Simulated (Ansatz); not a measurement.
This guess for Si2Ge3 is about to be relaxed.

Space group P6/mmm (No. 191). a = 2.789 Å, b = 2.789 Å, c = 13.097 Å, α = 90.00°, β = 90.00°, γ = 120.00°
| atom | site | symmetry | x | y | z |
| --- | --- | --- | --- | --- | --- |
| Si | 2e | 6mm | 0.0000 | 0.0000 | 0.6000 |
| Ge | 2e | 6mm | 0.0000 | 0.0000 | 0.8000 |
| Ge | 1a | 6/mmm | 0.0000 | 0.0000 | 0.0000 |

Theory: DFT PBE, scalar-relativistic, plane waves, PAW (Ansatz). Cutoff 420 eV, Gaussian smearing, Γ-centred meshes. Cell and atoms relax first on a coarse mesh and then on a finer one. In between, the cell is made exact in the group found at 0.06 Å. In metals the finer mesh still leaves noise of several meV/atom or more. The steps can't lower the symmetry of their start. No spin polarisation.

A guess keeps its type if space group and coordination stay and the shape of the cell changes little (axis ratios within about 15 %, angles within 6°); the volume may change.

Question: Will the relaxed cell still be of the starting type?

Answer: It keeps its type. The symmetry stays P6/mmm (No. 191). The volume per atom stays near 17.7 Å³. The shortest distance goes from 2.62 Å (Si–Ge, Ge–Ge and Si–Si) to 2.45 Å (Si–Si). The ratio c/a of the conventional cell changes by a factor of 0.99. Counting neighbours within 15 % of an atom's shortest distance, the start has Ge 8, Si 8 and the end Ge 8, Si 8.

Formation energies are uncorrected and refer to the elements' standard structures at the same level.

Question: At what energy does it end?

Answer: +0.31 eV/atom. A positive value: parting into the elements would lower its energy.

The last run used an 18×18×4 mesh (in the run's order of axes) for its 5-atom cell and Gaussian smearing of 0.10 eV. Symmetry constrained the relaxation, so the result can be a saddle point.
